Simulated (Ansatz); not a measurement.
A geometry of Cl2 away from equilibrium: the start of the relaxation of a relaxed Cl2 cell shaken by Gaussian noise of σ = 0.08 Å a coordinate. Computed with PBE (plane waves to 420 eV, PAW, scalar-relativistic; Ansatz, a program for electronic structure). Γ-centred k-mesh 4×4×4 on the run's cell (coarser than for final values), Fermi–Dirac smearing 0.05 eV.

```xyz
8
Lattice="6.8393 0.0000 0.0000 0.0000 6.8393 0.0000 0.0000 0.0000 6.8393" Properties=species:S:1:pos:R:3 pbc="T T T"
Cl     0.5778     0.5776     0.6506
Cl     4.1005     2.7942     6.2759
Cl     6.3680     4.0269     2.6894
Cl     2.8840     6.2095     4.0618
Cl     6.2696     6.0513     6.2294
Cl     2.8868     4.0893     0.4479
Cl     0.4757     2.8824     3.9449
Cl     4.0185     0.4810     2.7626
```

### Question
Which atoms carry the largest force, and which way does it point?

### Answer
2.15 eV/Å, on Cl5 (atoms numbered as listed); on Cl5 its components are (1.12, 1.35, 1.24).

### Question
What is the pressure?

### Answer
-0.8 GPa, compression positive.

No spin polarisation in the result. No dispersion correction is included, so spacings between layers, chains or molecules are soft and tend to come out too large.

The end of the path is a generated cell of Cl2: the first start was made by placing the elements on the sites of a structure type, and the end was not matched to a known phase here, so it may be hypothetical. Known forms of Cl2 include space group No. 64.
